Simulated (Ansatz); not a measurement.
TiTc:
```cif
data_TcTi
_chemical_formula_sum 'Tc1 Ti1'
_space_group_name_H-M_alt 'Pm-3m'
_space_group_IT_number 221
_space_group_name_Hall '-P 4 2 3'
_cell_length_a 3.06813
_cell_length_b 3.06813
_cell_length_c 3.06813
_cell_angle_alpha 90.000
_cell_angle_beta 90.000
_cell_angle_gamma 90.000
loop_
_atom_site_label
_atom_site_type_symbol
_atom_site_symmetry_multiplicity
_atom_site_Wyckoff_symbol
_atom_site_fract_x
_atom_site_fract_y
_atom_site_fract_z
_atom_site_occupancy
Tc1 Tc 1 a 0.00000 0.00000 0.00000 1
Ti1 Ti 1 b 0.50000 0.50000 0.50000 1
```

Relaxed with PBEsol.

Q: Which orbitals make up the states near the Fermi level in plane-wave PAW PBEsol (Ansatz code)?

A: Within 0.5 eV of the Fermi level: Tc 4d 48 %, Ti 3d 34 %, Ti 4s 7 %, outside the projected shells 6 %. Projections are on Löwdin-orthogonalised atomic valence shells; empty p or d shells of many metals are not among them.

Q: Tabulate the density of states.

A: States/eV per cell of 2 atoms, in 0.25 eV bins, energy from the Fermi level.

| E (eV) | total | Tc 4d | Ti 3d | Ti 4s |
|---|---|---|---|---|
| -6.70 | 0.00 | 0.00 | 0.00 | 0.00 |
| -6.45 | 0.03 | 0.00 | 0.00 | 0.01 |
| -6.20 | 0.07 | 0.00 | 0.00 | 0.03 |
| -5.95 | 0.10 | 0.00 | 0.00 | 0.05 |
| -5.70 | 0.13 | 0.00 | 0.00 | 0.06 |
| -5.45 | 0.16 | 0.00 | 0.00 | 0.07 |
| -5.20 | 0.20 | 0.01 | 0.00 | 0.09 |
| -4.95 | 0.24 | 0.01 | 0.00 | 0.10 |
| -4.70 | 0.29 | 0.02 | 0.01 | 0.12 |
| -4.45 | 0.35 | 0.04 | 0.02 | 0.13 |
| -4.20 | 0.68 | 0.21 | 0.08 | 0.18 |
| -3.95 | 1.72 | 0.75 | 0.35 | 0.28 |
| -3.70 | 2.30 | 1.11 | 0.52 | 0.27 |
| -3.45 | 2.59 | 1.37 | 0.58 | 0.24 |
| -3.20 | 2.93 | 1.77 | 0.69 | 0.26 |
| -2.95 | 2.39 | 1.48 | 0.60 | 0.17 |
| -2.70 | 1.88 | 1.04 | 0.55 | 0.15 |
| -2.45 | 2.65 | 1.76 | 0.63 | 0.10 |
| -2.20 | 2.73 | 1.95 | 0.63 | 0.01 |
| -1.95 | 3.19 | 2.17 | 0.87 | 0.01 |
| -1.70 | 2.64 | 1.72 | 0.80 | 0.01 |
| -1.45 | 2.50 | 1.61 | 0.73 | 0.02 |
| -1.20 | 2.36 | 1.50 | 0.67 | 0.03 |
| -0.95 | 3.00 | 1.85 | 0.86 | 0.06 |
| -0.70 | 3.43 | 2.03 | 1.03 | 0.11 |
| -0.45 | 2.99 | 1.57 | 1.02 | 0.15 |
| -0.20 | 2.00 | 0.76 | 0.84 | 0.18 |
| 0.05 | 1.59 | 0.73 | 0.56 | 0.11 |
| 0.30 | 1.55 | 0.96 | 0.36 | 0.08 |
| 0.55 | 0.67 | 0.26 | 0.23 | 0.05 |
| 0.80 | 0.53 | 0.16 | 0.22 | 0.04 |
| 1.05 | 0.49 | 0.14 | 0.23 | 0.03 |
| 1.30 | 0.54 | 0.16 | 0.29 | 0.02 |
| 1.55 | 1.06 | 0.24 | 0.74 | 0.02 |
| 1.80 | 2.16 | 0.48 | 1.57 | 0.04 |
| 2.05 | 3.41 | 0.84 | 2.46 | 0.05 |
| 2.30 | 5.04 | 1.96 | 2.97 | 0.03 |
| 2.55 | 4.14 | 1.72 | 2.31 | 0.01 |
| 2.80 | 4.34 | 1.59 | 2.58 | 0.01 |
| 3.05 | 3.46 | 1.09 | 2.16 | 0.02 |
| 3.30 | 2.08 | 0.56 | 1.34 | 0.02 |
| 3.55 | 2.44 | 0.55 | 1.67 | 0.03 |
| 3.80 | 3.52 | 0.58 | 2.74 | 0.06 |
| 4.05 | 1.84 | 0.47 | 1.21 | 0.05 |
| 4.30 | 1.55 | 0.44 | 0.97 | 0.04 |
| 4.55 | 1.23 | 0.31 | 0.72 | 0.10 |
| 4.80 | 0.89 | 0.18 | 0.44 | 0.13 |

The workflow started from an entry of the Crystallography Open Database (COD). Its standing as an ambient phase is unchecked. The cell was relaxed with PBEsol under the symmetry of its start; of distortions, only those at the zone centre were tested. The run is not spin-polarised. Spin–orbit coupling is left out wherever it is not named.

Potentials: the later of the program's two PAW sets.
